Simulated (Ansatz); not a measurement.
V3Si2Mo3 in space group R32 (No. 155; V on 9d, Si on 6c, Mo on 9e), plane-wave PAW r²SCAN (Ansatz code), all energies at zero smearing, with the estimated change up to a 700 eV cutoff added, with one set of potentials and settings (totals compare only within such a set). Cell of 8 atoms (3 V, 2 Si, 3 Mo): -24936.254 eV.

```json
[
 {"element": "V", "reference phase": "Im-3m, 1 atoms in the cell", "E (eV/atom)": "-2917.0669"},
 {"element": "Si", "reference phase": "Fd-3m, 2 atoms in the cell", "E (eV/atom)": "-639.0667"},
 {"element": "Mo", "reference phase": "Im-3m, 1 atoms in the cell", "E (eV/atom)": "-4967.5975"}
]
```

Formation energy per atom, worked out: (-24936.254 − 3×(-2917.0669) − 2×(-639.0667) − 3×(-4967.5975))/8 = -0.516 eV/atom (-50 kJ per mol of atoms), at 0 K, without zero-point energy or fitted corrections.

The workflow started from a Materials Project entry (that database holds measured and hypothetical structures alike); the Crystallography Open Database copy checked does not list it. With V and Mo taken as one species the cell has the higher symmetry Pm-3n, so it may be an ordered model of a mixed-site phase. Whether it is the stable phase at ambient conditions was not checked. The cell was relaxed with r²SCAN under the symmetry of its start; its stability against distortions is not shown here. The run is not spin-polarised. The references are the lowest solids computed at this level, not always the standard phases.

Potentials: the later of the program's two PAW sets.
